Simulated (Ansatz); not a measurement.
BAs, first-principles data

BAs:
```cif
data_As3B3
_chemical_formula_sum 'B3 As3'
_space_group_name_H-M_alt 'P 1'
_space_group_IT_number 1
_cell_length_a 3.44604
_cell_length_b 3.44604
_cell_length_c 7.45715
_cell_angle_alpha 90.000
_cell_angle_beta 90.000
_cell_angle_gamma 120.000
loop_
_space_group_symop_operation_xyz
  'x, y, z'
loop_
_atom_site_label
_atom_site_type_symbol
_atom_site_fract_x
_atom_site_fract_y
_atom_site_fract_z
_atom_site_occupancy
B1 B 0.50000 0.00000 0.50000 1
B2 B 0.00000 0.50000 0.16667 1
B3 B 0.50000 0.50000 0.83333 1
As1 As 0.50000 0.00000 0.00000 1
As2 As 0.00000 0.50000 0.66667 1
As3 As 0.50000 0.50000 0.33333 1
```

Space group P6_222 (No. 180); conventional cell a = b = 3.4460 Å, c = 7.4571 Å, α = β = 90.00°, γ = 120.00°.

Method: r²SCAN (plane waves, PAW; program Ansatz). Geometry: relaxed at this level of theory. Other levels are named where they apply.

### Cell and energy

- Volume per atom: 12.78 Å³
- Density: 5.57 g/cm³

### Electronic structure

- Band gap: 0.67 eV (indirect)
- Valence-band maximum: at Γ
- Conduction-band minimum: at M (3 equivalent valleys)
- Smallest direct gap on the standard path: 2.50 eV
- Electron effective mass: 0.20, 0.33, 0.34 mₑ (principal values)
- Hole effective mass: 0.18, 0.44, 0.44 mₑ (principal values)
- HSE06 gap on the r²SCAN cell: 0.97 eV
- Gap with spin–orbit coupling: 0.67 eV

### Mechanics

- Bulk modulus (Birch–Murnaghan fit): 144 GPa
- Pressure derivative B′: 4.2

### Charges

* **Bader charges**: B +0.14, As -0.14 e

The start of the workflow was typed in or built on a structure type; neither database checked (COD, Materials Project) lists it. It is not the phase usual at ambient conditions (space group No. 216). The cell was relaxed with r²SCAN under the symmetry of its start; whether a distortion lowers the energy is not shown. Spin–orbit coupling is left out wherever it is not named.

Potentials: the earlier of the program's two PAW sets. The files were generated under PBE; for other functionals the program regenerates the frozen cores, and for LDA and PBEsol the local potential too.
